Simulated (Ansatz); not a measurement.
Space group Fm-3m (No. 225). a = 9.040 Å, b = 9.040 Å, c = 9.040 Å, α = 90.00°, β = 90.00°, γ = 90.00°
```json
{"atom": "K", "site": "4b", "symmetry": "m-3m", "x": "0.5000", "y": "0.0000", "z": "0.0000"}
{"atom": "Tl", "site": "8c", "symmetry": "-43m", "x": "0.2500", "y": "0.7500", "z": "0.7500"}
{"atom": "Mo", "site": "4a", "symmetry": "m-3m", "x": "0.0000", "y": "0.0000", "z": "0.0000"}
{"atom": "F", "site": "24e", "symmetry": "4m.m", "x": "0.2263", "y": "0.0000", "z": "0.0000"}
```

Equation of state of this KTl₂MoF₆ structure (not necessarily the ground state), with shape and atoms relaxed at each volume where symmetry leaves them free. These are results of DFT r2SCAN, scalar-relativistic, plane waves, PAW in Ansatz 0.2.0, not measurements.

Settings: cutoff 500 eV, Γ-centred mesh 6×6×6 on the computed 10-atom cell, Gaussian smearing of 0.02 eV; collinear spin.

```csv
V (Å³/atom),E − E(largest V) (meV/atom),P (GPa),gap on mesh (eV)
17.359,2.33,3.17,1.10
17.913,-5.56,1.42,1.09
18.467,-7.93,-0.02,1.07
19.021,-5.81,-1.18,1.05
19.575,0.00,-2.14,1.02
```

Question: Fit a third-order Birch–Murnaghan equation to E(V).

Answer: V0 = 18.46 Å³/atom, B0 = 43 GPa, B0' = 5.7.

The state reached may not be the lowest one. Spin-orbit coupling is left out, which matters for the bands of heavy elements.